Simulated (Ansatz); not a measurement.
BaTiO$_{3}$:
```cif
data_BaO3Ti
_chemical_formula_sum 'Ba1 Ti1 O3'
_space_group_name_H-M_alt 'P 1'
_space_group_IT_number 1
_cell_length_a 3.93514
_cell_length_b 3.93514
_cell_length_c 3.93514
_cell_angle_alpha 90.000
_cell_angle_beta 90.000
_cell_angle_gamma 90.000
loop_
_space_group_symop_operation_xyz
  'x, y, z'
loop_
_atom_site_label
_atom_site_type_symbol
_atom_site_fract_x
_atom_site_fract_y
_atom_site_fract_z
_atom_site_occupancy
Ba1 Ba 0.50000 0.50000 0.50000 1
Ti1 Ti 0.00000 0.00000 0.00000 1
O1 O 0.50000 0.00000 0.00000 1
O2 O 0.00000 0.50000 0.00000 1
O3 O 0.00000 0.00000 0.50000 1
```

Relaxed with LDA.

Problem. Which orbitals make up the states near the band edges in LDA (plane waves, PAW; program Ansatz)?

Solution. Top 1 eV of the valence band: O 2p 93 %. Bottom 1 eV of the conduction band: Ti 3d 88 %, O 2p 10 %. Projections are on Löwdin-orthogonalised atomic valence shells; empty p or d shells of many metals are not among them.

Problem. Tabulate the density of states.

Solution. States/eV per cell of 5 atoms, in 0.25 eV bins, energy from the valence-band maximum.

| E (eV) | total | O 2p | Ti 3d | Ba 5p |
|---|---|---|---|---|
| -7.88 | 0.00 | 0.00 | 0.00 | 0.00 |
| -7.63 | 0.00 | 0.00 | 0.00 | 0.00 |
| -7.38 | 0.00 | 0.00 | 0.00 | 0.00 |
| -7.13 | 0.00 | 0.00 | 0.00 | 0.00 |
| -6.88 | 0.00 | 0.00 | 0.00 | 0.00 |
| -6.63 | 0.00 | 0.00 | 0.00 | 0.00 |
| -6.38 | 0.00 | 0.00 | 0.00 | 0.00 |
| -6.13 | 0.00 | 0.00 | 0.00 | 0.00 |
| -5.88 | 0.00 | 0.00 | 0.00 | 0.00 |
| -5.63 | 0.00 | 0.00 | 0.00 | 0.00 |
| -5.38 | 0.00 | 0.00 | 0.00 | 0.00 |
| -5.13 | 0.00 | 0.00 | 0.00 | 0.00 |
| -4.88 | 0.00 | 0.00 | 0.00 | 0.00 |
| -4.63 | 0.02 | 0.02 | 0.00 | 0.00 |
| -4.38 | 1.48 | 1.12 | 0.16 | 0.00 |
| -4.13 | 3.54 | 2.57 | 0.61 | 0.01 |
| -3.88 | 3.40 | 2.36 | 0.83 | 0.02 |
| -3.63 | 3.46 | 2.41 | 0.81 | 0.05 |
| -3.38 | 3.73 | 2.69 | 0.77 | 0.06 |
| -3.13 | 3.30 | 2.47 | 0.56 | 0.08 |
| -2.88 | 6.18 | 4.95 | 0.76 | 0.14 |
| -2.63 | 5.49 | 4.31 | 0.71 | 0.21 |
| -2.38 | 7.45 | 5.34 | 1.25 | 0.65 |
| -2.13 | 2.85 | 2.19 | 0.43 | 0.12 |
| -1.88 | 2.22 | 1.82 | 0.25 | 0.05 |
| -1.63 | 3.25 | 2.84 | 0.19 | 0.05 |
| -1.38 | 2.09 | 1.85 | 0.09 | 0.03 |
| -1.13 | 4.44 | 4.03 | 0.16 | 0.07 |
| -0.88 | 6.83 | 6.25 | 0.20 | 0.16 |
| -0.63 | 5.56 | 5.09 | 0.16 | 0.14 |
| -0.38 | 4.40 | 4.12 | 0.09 | 0.10 |
| -0.13 | 2.30 | 2.24 | 0.01 | 0.02 |
| 0.12 | 0.00 | 0.00 | 0.00 | 0.00 |
| 0.37 | 0.00 | 0.00 | 0.00 | 0.00 |
| 0.62 | 0.00 | 0.00 | 0.00 | 0.00 |
| 0.87 | 0.00 | 0.00 | 0.00 | 0.00 |
| 1.12 | 0.00 | 0.00 | 0.00 | 0.00 |
| 1.37 | 0.00 | 0.00 | 0.00 | 0.00 |
| 1.62 | 0.00 | 0.00 | 0.00 | 0.00 |
| 1.87 | 0.14 | 0.00 | 0.13 | 0.00 |
| 2.12 | 0.98 | 0.05 | 0.91 | 0.00 |
| 2.37 | 1.11 | 0.10 | 0.98 | 0.00 |
| 2.62 | 1.46 | 0.18 | 1.24 | 0.00 |
| 2.87 | 1.67 | 0.25 | 1.37 | 0.00 |
| 3.12 | 2.21 | 0.38 | 1.75 | 0.00 |
| 3.37 | 2.74 | 0.52 | 2.12 | 0.00 |
| 3.62 | 4.77 | 0.99 | 3.60 | 0.00 |
| 3.87 | 5.10 | 1.07 | 3.77 | 0.00 |
| 4.12 | 2.80 | 0.59 | 2.01 | 0.00 |
| 4.37 | 1.21 | 0.25 | 0.87 | 0.00 |
| 4.62 | 0.93 | 0.04 | 0.73 | 0.00 |
| 4.87 | 1.04 | 0.08 | 0.80 | 0.00 |
| 5.12 | 1.31 | 0.13 | 0.98 | 0.00 |
| 5.37 | 1.61 | 0.17 | 1.09 | 0.00 |
| 5.62 | 1.21 | 0.15 | 0.72 | 0.00 |
| 5.87 | 1.22 | 0.17 | 0.65 | 0.00 |
| 6.12 | 1.26 | 0.18 | 0.60 | 0.00 |
| 6.37 | 1.44 | 0.22 | 0.64 | 0.00 |
| 6.62 | 1.76 | 0.29 | 0.77 | 0.00 |

Space group Pm-3m (cubic perovskite). This is a known high-temperature phase of the composition, computed here at zero pressure and temperature. The LDA relaxation kept the symmetry of its start. At this level the phase is dynamically unstable (imaginary phonons). No spin polarisation was allowed. Scalar-relativistic: spin–orbit coupling is off unless named, which matters more the heavier the elements.

Potentials: the earlier of the program's two PAW sets.
